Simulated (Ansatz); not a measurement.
HfO2:
Space group P2₁/c (No. 14); a = 5.114 Å, b = 5.182 Å, c = 5.295 Å, α = 90.00°, β = 99.47°, γ = 90.00°

| atom | site | symmetry | x | y | z |
|---|---|---|---|---|---|
| Hf | 4e | 1 | 0.2762 | 0.0418 | 0.2082 |
| O | 4e | 1 | 0.0701 | 0.3338 | 0.3440 |
| O | 4e | 1 | 0.5520 | 0.2577 | 0.0215 |

Relaxed with r²SCAN.

### Question
Decompose the optical modes at the zone centre into irreducible representations, and say which are infrared and Raman allowed.

### Answer
Point group 2/m: Γ_opt = 9Ag + 8Au + 9Bg + 7Bu. Infrared: Au, Bu. Raman: Ag, Bg.

### Question
Assign frequencies (DFPT, r²SCAN (plane waves, PAW; program Ansatz); without the LO–TO term).

### Answer
Ag 113, Au 130, Bg 130, Ag 131, Ag 147, Bg 165, Au 181, Bu 227, Bg 242, Bu 248, Ag 255, Au 256, Bu 312, Ag 320, Bu 328, Bg 337, Au 341, Ag 378, Bu 385, Bg 395, Au 407, Ag 493, Au 501, Bu 510, Bg 514, Bg 549, Ag 570, Au 599, Bg 630, Au 655, Ag 663, Bu 731, Bg 770 cm⁻¹.

Subscripts of B labels follow the axes of the standard setting.

Space group P2_1/c. The cell was relaxed with r²SCAN under the symmetry of its start. No spin polarisation was allowed. Spin–orbit coupling is left out wherever it is not named.

Potentials: the later of the program's two PAW sets.
